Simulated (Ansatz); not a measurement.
## InRh: energy along a strain

InRh, Pm-3m, a = 3.196 Å (as given, not relaxed at this level: -1.1 GPa). The structure is a COD entry; whether it is the stable form wasn't checked. Ansatz: PBEsol, PAW, 420 eV, Γ-centred 16×16×16 mesh on 2 atoms, Gaussian smearing 0.15 eV; no spin polarisation. Cell vectors (Å): 3.196 0.000 0.000; 0.000 3.196 0.000; 0.000 0.000 3.196. The cell is strained by x per cent times the pattern (1 -1 0 0 0 0) in the order xx yy zz yz xz xy (engineering shears), with fractional coordinates held. y is the free energy over the start, V0 = 16.323 Å³/atom. Symmetry makes y even in x.

```tsv
x (%)	y (meV/atom)
-6.00	?
-3.00	0.53
0.00	0.00
0.75	-0.16
1.50	-0.39
2.25	-0.25
3.75	2.14
4.50	4.72
5.25	8.40
```

**Question.** Fit y = c2 x² + c4 x⁴ to the other rows, get the stiffness along the pattern, and predict the missing energy.

**Answer.** Least squares on the rows shown. y = −0.04319 x² + 0.01288 x⁴. The clamped-ion stiffness p·C·p = 2 × -0.4319 eV × 160.2 / 16.323 Å³ = -8.5 GPa (second derivative at the start, which stands under stress). With a term in x⁶ added, the coefficient of x² becomes -0.1753, 306 % more, which shows how far this figure hangs on the form. At x = -6.00 the fit asked for gives 15.14 meV/atom. The run gave 13.27 meV/atom, so the fit is 1.87 meV/atom too high, 14 % of the span of the series, against an rms of 0.26 meV/atom on the fitted rows. The row lies outside the fitted range. With a term in x⁶ added, a fit to the same known rows predicts 11.73 meV/atom, which misses by about as much or more on the other side: the known rows don't fix the higher terms.